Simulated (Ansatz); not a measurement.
Be (hcp (Mg type), P6_3/mmc) at seven volumes, r²SCAN in the plane-wave PAW code Ansatz, shape and atoms relaxed at each. One row is withheld.

```json
[
 {"V (Å³/atom)": "7.195", "P (GPa)": "13.67"},
 {"V (Å³/atom)": "7.432", "P (GPa)": "8.50"},
 {"V (Å³/atom)": "7.669", "P (GPa)": "3.96"},
 {"V (Å³/atom)": "7.906", "P (GPa)": "-0.02"},
 {"V (Å³/atom)": "8.144", "P (GPa)": "?"},
 {"V (Å³/atom)": "8.381", "P (GPa)": "-6.59"},
 {"V (Å³/atom)": "8.618", "P (GPa)": "-9.29"}
]
```

**Question.** Fit the shown pressures and predict the withheld one.

**Answer.** P = (3/2)B₀(x^(7/2) − x^(5/2))[1 + (3/4)(B′ − 4)(x − 1)] with x = (V₀/V)^(2/3). Least squares on the six rows gives V₀ = 7.905 Å³/atom, B₀ = 124 GPa, B′ = 3.34. At V = 8.144, x = 0.9803 and P = -3.51 GPa. The run itself gave -3.51 GPa.

The r²SCAN relaxation kept the symmetry of its start; phonons on a q-mesh show no instability.

Potentials: the later of the program's two PAW sets.
